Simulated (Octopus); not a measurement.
TiC (Fm-3m, No. 225):
```
CELL_PARAMETERS angstrom
      0.00000     2.16572     2.16572
      2.16572     0.00000     2.16572
      2.16572     2.16572     0.00000
ATOMIC_POSITIONS crystal
  Ti 0.00000 0.00000 0.00000
  C  0.50000 0.50000 0.50000
```
The cell is a database entry, not relaxed again.

Level: LDA. Code: Octopus 16.4. Numerical set-up: grid spacing about 0.15 Å, Γ-centred 12×12×12 k-mesh, Fermi-Dirac smearing of 0.1 eV, no spin polarisation; PseudoDojo 0.4 LDA potentials.

Energies in eV against the Fermi level; 16 electrons a cell outside the pseudopotentials' cores.

```json
[
 {"k-point (reduced)": "Γ (0.000, 0.000, 0.000)", "band 4": "-32.26", "band 5": "-12.22", "band 6": "0.64", "band 7": "0.64", "band 8": "0.64", "band 9": "1.69", "band 10": "1.69", "band 11": "1.69"},
 {"k-point (reduced)": "X (0.500, 0.000, 0.500)", "band 4": "-32.44", "band 5": "-9.92", "band 6": "-3.37", "band 7": "-1.66", "band 8": "0.00", "band 9": "0.00", "band 10": "2.75", "band 11": "3.47"},
 {"k-point (reduced)": "U (0.625, 0.250, 0.625)", "band 4": "-32.39", "band 5": "-9.39", "band 6": "-3.46", "band 7": "-3.30", "band 8": "-1.70", "band 9": "1.44", "band 10": "3.09", "band 11": "3.79"},
 {"k-point (reduced)": "K (0.375, 0.375, 0.750)", "band 4": "-32.39", "band 5": "-9.39", "band 6": "-3.46", "band 7": "-3.30", "band 8": "-1.70", "band 9": "1.44", "band 10": "3.09", "band 11": "3.79"},
 {"k-point (reduced)": "L (0.500, 0.500, 0.500)", "band 4": "-32.31", "band 5": "-8.67", "band 6": "-5.83", "band 7": "-2.89", "band 8": "-2.89", "band 9": "2.88", "band 10": "2.88", "band 11": "4.06"},
 {"k-point (reduced)": "W (0.500, 0.250, 0.750)", "band 4": "-32.44", "band 5": "-9.31", "band 6": "-3.11", "band 7": "-3.11", "band 8": "[?]", "band 9": "2.76", "band 10": "2.76", "band 11": "3.48"}
]
```

Question: What belongs in the gaps?

Answer: 
- W (0.500, 0.250, 0.750), band 8: -2.69
